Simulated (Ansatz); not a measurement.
This Al2B3N5 structure is the end of a relaxation. The cell was found from a structure generator's guess, not taken from experiment.

Computed with DFT PBE, scalar-relativistic, plane waves, PAW (Ansatz). Cutoff 420 eV, Γ-centred mesh, Gaussian smearing, no spin polarisation.

```cif
data_structure
_symmetry_space_group_name_H-M 'P 1'
_symmetry_Int_Tables_number 1
_cell_length_a 7.4557
_cell_length_b 7.4557
_cell_length_c 3.8313
_cell_angle_alpha 99.194
_cell_angle_beta 99.194
_cell_angle_gamma 143.736
_cell_volume 108.10
loop_
_atom_site_label
_atom_site_type_symbol
_atom_site_fract_x
_atom_site_fract_y
_atom_site_fract_z
_atom_site_occupancy
Al1 Al 0.59458 0.20370 0.01410 1
Al2 Al 0.20370 0.59458 0.01410 1
B1 B 0.80968 0.98414 0.99640 1
B2 B 0.38939 0.38939 0.00043 1
B3 B 0.98414 0.80968 0.99640 1
N1 N 0.12889 0.29785 0.00097 1
N2 N 0.71747 0.71747 0.99770 1
N3 N 0.29785 0.12889 0.00097 1
N4 N 0.95136 0.58511 0.98271 1
N5 N 0.58511 0.95136 0.98271 1
```

The zero of energy is the elements' standard structures at the same level (N₂ as a molecule); no fitted shifts are applied.

Problem. Find its symmetry and describe it.

Solution. Cm (No. 8). Conventional cell: a = 4.641 Å, b = 14.171 Å, c = 3.831 Å, β = 120.9°. Around Al lie 3 N at 1.78–1.81 Å; around B on a site of symmetry 1 lie 3 N at 1.46–1.49 Å; around B on a site of symmetry m lie 3 N at 1.45–1.53 Å; N on a site of symmetry 1 is surrounded by 2 B at 1.45–1.46 Å and 1 Al at 1.78 Å; 2 more sites not described.

Problem. What is its formation energy per atom?

Solution. −0.947 eV/atom. It lies below the elements, which doesn't yet make it stable against other compounds or structures.

Problem. Is it a metal?

Solution. No, the gap on the 6×6×8 mesh is 2.65 eV.

The last run used a 6×6×8 mesh (in the run's order of axes) for its 10-atom cell and Gaussian smearing of 0.02 eV. Weakly bound directions are ill-defined at this level, which has no dispersion term. Kohn–Sham gaps at this level usually fall short of measured ones. Symmetry constrained the relaxation, so the result can be a saddle point.
